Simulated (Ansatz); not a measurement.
## In₃Cu: what changed settings do

All trials start from this Ansatz input:

```yaml
crystal:
  lattice:
    - [4.482767, 0.0, 0.0]
    - [0.0, 4.482767, 0.0]
    - [0.0, 0.0, 4.482767]
  atoms:
    - { symbol: In, position: [0.0, 0.5, 0.5] }
    - { symbol: In, position: [0.5, 0.0, 0.5] }
    - { symbol: In, position: [0.5, 0.5, 0.0] }
    - { symbol: Cu, position: [0.0, 0.0, 0.0] }
basis:
  ecutwfc: 420
kpoints:
  mp_grid: { grid: [4, 4, 4] }
hamiltonian:
  xc: pbe
scf:
  occupations: { method: gaussian, width: 0.1 }
output:
  forces: true
  stress: true
  eigenvalues: true
```

Command:

```bash
ansatz run input.yaml --threads 1 --pin off --max-ram 1331MiB --backend cpu --events-out ev --progress --plain --runs-dir out
```

The run converges in 7 SCF iterations on 10 irreducible k-points: pressure 1.09 GPa, no gap.

Settings here are deliberately varied, not converged. Each trial's input is given as a difference from the reference's; energies are extrapolated to zero smearing where there is one, and pressure is positive in compression.

Trial 1:

```diff
 crystal:
+  symmetry: { detect: false }
 basis:
-  ecutwfc: 420
+  ecutwfc: "26 Ry"
```

How does this run end?

The run converges in 7 SCF iterations on 36 irreducible k-points: energy 3.24 meV per atom above the reference, pressure 1.12 GPa, no gap. It warns that the cutoff lies under the recommended one, 420 eV for these potentials.

Trial 2:

```diff
 basis:
-  ecutwfc: 420
+  ecutwfc: 290
 scf:
+  max_iter: 300
+relax:
+  adjacent_minimum: "off"
+  f_tol: 0.09
+  max_steps: 10
```

What does the program give?

The relaxation ends after 1 step and 7 SCF iterations, 0.00 meV per atom in free energy under its start, at 22.52 Å³/atom: energy 194 meV per atom above the reference, pressure 0.96 GPa, no gap. It warns that the cutoff lies under the recommended one, 420 eV for these potentials; that the SCF threshold is loose for the stress.

Trial 3:

```diff
 kpoints:
-  mp_grid: { grid: [4, 4, 4] }
+  mp_grid: { grid: [2, 2, 2], shift: [0.45, 0.51, 0.74] }
 scf:
+  mixing: { beta: 0.063, ndim: 3, preconditioner: none }
+  initial_density: { chi_scale: 0, normalization: atom }
+  eigensolver: { kind: davidson }
+  convergence: { dr2_threshold: "1e-10 eV" }
+  max_iter: 57
```

What happens?

The run converges in 16 SCF iterations on 8 irreducible k-points: energy 109 meV per atom below the reference, pressure -1.06 GPa, no gap. It warns that the mesh lowers the symmetry.